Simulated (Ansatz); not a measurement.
Eigenvalues along a path: Ir (diamond type)

```
CELL_PARAMETERS angstrom
0.00000 2.75323 2.75323
2.75323 0.00000 2.75323
2.75323 2.75323 0.00000
ATOMIC_POSITIONS crystal
Ir 0.87500 0.87500 0.87500
Ir 0.12500 0.12500 0.12500
```

The cell comes from a relaxation on PAW files under the same functional, begun from a prototype that needn't be the stable phase.

Level of theory: DFT with PBEsol, scalar-relativistic, in Ansatz 0.2.0; a Γ-centred 13×13×13 k mesh, Fermi–Dirac smearing of 0.05 eV, no spin polarisation. LAPW: all electrons, basis error target 1 meV/atom.

Spin–orbit coupling is left out, which matters for the heavy atoms.

Path points, in fractions of the reciprocal vectors: Γ (0.000, 0.000, 0.000), X (0.500, 0.000, 0.500), U (0.625, 0.250, 0.625), K (0.375, 0.375, 0.750), L (0.500, 0.500, 0.500), W (0.500, 0.250, 0.750). The distance column jumps between branches of the path. Levels in eV from the Fermi level; bands 39 to 52, counted from the lowest band of the run. The gap is zero, the pressure 0.03 GPa.

```
# k(1/Å) point b39 b40 b41 b42 b43 b44 b45 b46 b47 b48 b49 b50 b51 b52
0.000 Γ -8.26 -5.27 -5.27 -4.83 -4.83 -4.83 -1.81 -1.81 -1.81 0.87 0.87 10.73 10.88 12.41
0.163 - -8.14 -5.47 -5.21 -4.83 -4.83 -4.60 -2.05 -1.75 -1.75 0.77 0.95 10.41 10.77 11.61
0.326 - -7.77 -5.76 -5.02 -4.85 -4.85 -4.23 -2.65 -1.59 -1.59 0.48 1.08 9.80 9.92 9.92
0.489 - -7.19 -6.00 -4.88 -4.88 -4.73 -3.86 -3.40 -1.28 -1.28 0.03 1.18 8.22 8.22 8.58
0.652 - -6.42 -6.15 -4.93 -4.93 -4.32 -4.14 -3.55 -0.83 -0.83 -0.55 1.23 6.50 6.65 6.65
0.815 - -6.19 -5.56 -4.99 -4.99 -4.76 -3.81 -3.36 -1.20 -0.26 -0.26 1.29 4.60 5.26 5.26
0.978 - -6.09 -5.47 -5.03 -5.03 -4.49 -3.40 -3.23 -1.89 0.33 0.33 1.49 3.06 4.18 4.18
1.141 X -5.84 -5.84 -5.05 -5.05 -3.78 -3.78 -2.58 -2.58 0.62 0.62 2.02 2.02 3.72 3.72
1.199 - -5.86 -5.83 -5.05 -5.03 -3.79 -3.77 -2.59 -2.58 0.63 0.63 2.01 2.03 3.64 3.75
1.256 - -5.91 -5.81 -5.07 -4.99 -3.81 -3.71 -2.62 -2.58 0.65 0.67 1.95 2.04 3.42 3.85
1.314 - -5.96 -5.78 -5.09 -4.94 -3.83 -3.61 -2.67 -2.59 0.67 0.72 1.87 2.05 3.11 4.02
1.372 - -6.02 -5.73 -5.13 -4.91 -3.87 -3.47 -2.73 -2.60 0.71 0.81 1.76 2.02 2.80 4.25
1.429 - -6.07 -5.67 -5.17 -4.90 -3.93 -3.30 -2.81 -2.60 0.75 0.91 1.63 1.81 2.64 4.53
1.487 - -6.11 -5.60 -5.22 -4.91 -3.99 -3.09 -2.89 -2.61 0.80 1.03 1.43 1.50 2.65 4.86
1.544 U -6.13 -5.52 -5.28 -4.94 -4.07 -2.96 -2.86 -2.62 0.85 0.99 1.08 1.45 2.76 5.23
2.243 K -6.13 -5.52 -5.28 -4.94 -4.07 -2.96 -2.86 -2.62 0.85 0.99 1.08 1.45 2.76 5.23
2.416 - -6.08 -5.47 -5.25 -5.16 -4.35 -3.20 -2.60 -2.14 -0.29 0.56 1.00 2.15 3.39 6.52
2.589 - -6.02 -5.65 -5.46 -4.99 -4.66 -3.42 -2.54 -1.93 -0.78 -0.10 1.11 3.34 4.37 8.00
2.762 - -6.46 -5.75 -5.33 -5.01 -4.71 -3.66 -2.41 -2.35 -0.72 -0.29 1.15 4.89 5.70 9.55
2.935 - -7.13 -5.75 -5.20 -5.05 -4.62 -3.94 -2.50 -2.23 -1.22 0.23 1.11 6.73 7.33 10.47
3.108 - -7.73 -5.63 -5.29 -4.88 -4.65 -4.28 -2.29 -2.03 -1.56 0.60 1.01 8.66 9.14 10.89
3.281 - -8.12 -5.43 -5.29 -4.84 -4.76 -4.62 -1.96 -1.87 -1.75 0.81 0.91 10.22 10.61 11.74
3.454 Γ -8.26 -5.27 -5.27 -4.83 -4.83 -4.83 -1.81 -1.81 -1.81 0.87 0.87 10.73 10.88 12.41
3.595 - -8.17 -5.34 -5.34 -4.84 -4.72 -4.72 -1.89 -1.82 -1.82 0.87 0.87 10.35 10.72 12.20
3.736 - -7.90 -5.44 -5.44 -4.87 -4.53 -4.53 -2.10 -1.84 -1.84 0.84 0.84 8.84 10.40 11.61
3.877 - -7.49 -5.49 -5.49 -4.91 -4.40 -4.40 -2.36 -1.81 -1.81 0.79 0.79 6.92 10.01 10.78
4.018 - -6.99 -5.47 -5.47 -4.96 -4.40 -4.40 -2.54 -1.66 -1.66 0.69 0.69 5.03 9.74 10.02
4.159 - -6.51 -5.37 -5.37 -5.04 -4.52 -4.52 -2.53 -1.41 -1.41 0.54 0.54 3.34 9.43 9.43
4.301 - -6.14 -5.21 -5.21 -5.13 -4.72 -4.72 -2.28 -1.15 -1.15 0.37 0.37 2.04 9.05 9.05
4.442 L -5.99 -5.18 -5.07 -5.07 -4.89 -4.89 -2.10 -1.03 -1.03 0.29 0.29 1.50 8.92 8.92
4.557 - -5.95 -5.37 -5.19 -5.04 -4.76 -4.71 -2.06 -1.12 -1.04 0.31 0.34 1.49 8.41 8.67
4.672 - -5.82 -5.61 -5.34 -5.02 -4.57 -4.43 -2.02 -1.36 -0.98 0.36 0.48 1.48 7.30 7.96
4.787 - -5.80 -5.70 -5.42 -4.99 -4.36 -4.15 -2.10 -1.69 -0.67 0.44 0.66 1.47 6.05 7.00
4.903 - -5.94 -5.76 -5.27 -4.95 -4.15 -3.88 -2.32 -2.06 -0.13 0.57 0.84 1.44 4.84 5.93
5.018 - -6.02 -5.86 -5.07 -4.91 -3.90 -3.62 -2.60 -2.42 0.54 0.78 1.03 1.41 3.76 4.85
5.133 - -6.04 -5.95 -4.93 -4.88 -3.61 -3.37 -2.91 -2.75 1.01 1.04 1.42 1.42 2.96 3.81
5.249 W -6.02 -6.02 -4.87 -4.87 -3.31 -3.31 -3.03 -3.03 1.13 1.13 1.61 1.61 2.97 2.97
5.330 - -6.01 -6.01 -4.88 -4.88 -3.37 -3.37 -2.97 -2.97 1.08 1.08 1.65 1.65 3.00 3.00
5.412 - -5.99 -5.99 -4.90 -4.90 -3.47 -3.47 -2.87 -2.87 0.98 0.98 1.75 1.75 3.09 3.09
5.493 - -5.96 -5.96 -4.93 -4.93 -3.58 -3.58 -2.77 -2.77 0.86 0.86 1.84 1.84 3.23 3.23
5.575 - -5.92 -5.92 -4.96 -4.96 -3.67 -3.67 -2.69 -2.69 0.77 0.77 1.92 1.92 3.40 3.40
5.656 - -5.88 -5.88 -5.00 -5.00 -3.73 -3.73 -2.63 -2.63 0.69 0.69 1.98 1.98 3.55 3.55
5.738 - -5.85 -5.85 -5.03 -5.03 -3.77 -3.77 -2.59 -2.59 0.64 0.64 2.01 2.01 3.67 3.67
5.819 X -5.84 -5.84 -5.05 -5.05 -3.78 -3.78 -2.58 -2.58 0.62 0.62 2.02 2.02 3.72 3.72
```
